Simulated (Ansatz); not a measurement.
Consider the following.

NaCl:
```
CELL_PARAMETERS angstrom
      0.00000     2.80075     2.80075
      2.80075     0.00000     2.80075
      2.80075     2.80075     0.00000
ATOMIC_POSITIONS crystal
  Cl 0.00000 0.00000 0.00000
  Na 0.50000 0.50000 0.50000
```

This is the PBEsol-relaxed structure.

**Question.** All from DFT-PBEsol in the program Ansatz with PAW potentials, unless another level is named. Give the HSE06 gap on the PBEsol cell.

**Answer.** 6.57 eV.

**Question.** And the electron effective mass?

**Answer.** 0.39 mₑ (isotropic).

**Question.** Give the weight of the valence-edge state by species (Voronoi cells).

**Answer.** Cl 95 %, Na 5 %.

**Question.** Give the valence-band maximum.

**Answer.** at Γ.

Space group Fm-3m (rock salt). The PBEsol relaxation kept the symmetry of its start; phonons on a q-mesh show no instability.

Potentials: the later of the program's two PAW sets.
